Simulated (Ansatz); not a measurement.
The elements of this relaxed trial crystal are hidden behind letters.

```
lattice vectors (Å)
  -1.9470    1.9470   13.7670
   1.9470   -1.9470   13.7670
   1.9470    1.9470  -13.7670
fractional positions
X 0.8000 0.8000 0.0000
X 0.2000 0.2000 0.0000
Z 0.6000 0.6000 0.0000
Z 0.0000 0.0000 0.0000
Z 0.4000 0.4000 0.0000
Q 0.9500 0.4500 0.5000
Q 0.3498 0.8498 0.5000
Q 0.7500 0.2500 0.5000
Q 0.1502 0.6502 0.5000
Q 0.5500 0.0500 0.5000
```

Level of theory: Ansatz 0.2.0, DFT PBE, scalar-relativistic, plane waves, PAW. The final run on the 10-atom cell used 420 eV, a Γ-centred 10×10×10 mesh, 0.02 eV smearing and no spin polarisation.

| Item | Value |
| --- | --- |
| Space group | I-4m2 (No. 119) |
| Conventional cell | a = 3.894 Å, c = 27.534 Å |
| Volume per atom | 20.88 Å³ |
| Density | 3.32 g/cm³ |
| Energy over the elements | −0.512 eV/atom |
| Gap on the 10×10×10 mesh of the 10-atom cell | 1.58 eV |

Energies are uncorrected and count from the elements' standard states at the same level.

Task: X is a p-block element of period 3, Z is a p-block element of period 4 and Q is a p-block element of period 3. Which elements are they?

Result: X = Al, Z = Ga, Q = P, so the formula is Al2Ga3P5. Density times volume gives a mean mass of 3.32 × 20.88/1.6605 = 41.7 u per atom, and this set has 41.8 u. Al has 4 P at 2.38 Å; Ga on a site of symmetry 2mm has 4 P at 2.38–2.39 Å; P on a site of symmetry 2mm has 4 Ga at 2.38 Å; 3 more sites not described. Other sets within the hints have nearly the same mass, so mass alone doesn't settle it; this one was computed.

Kohn–Sham gaps at this level usually fall short of measured ones. A later test with randomly moved atoms came back to the same energy, though modes that don't fit the test's cell weren't probed.
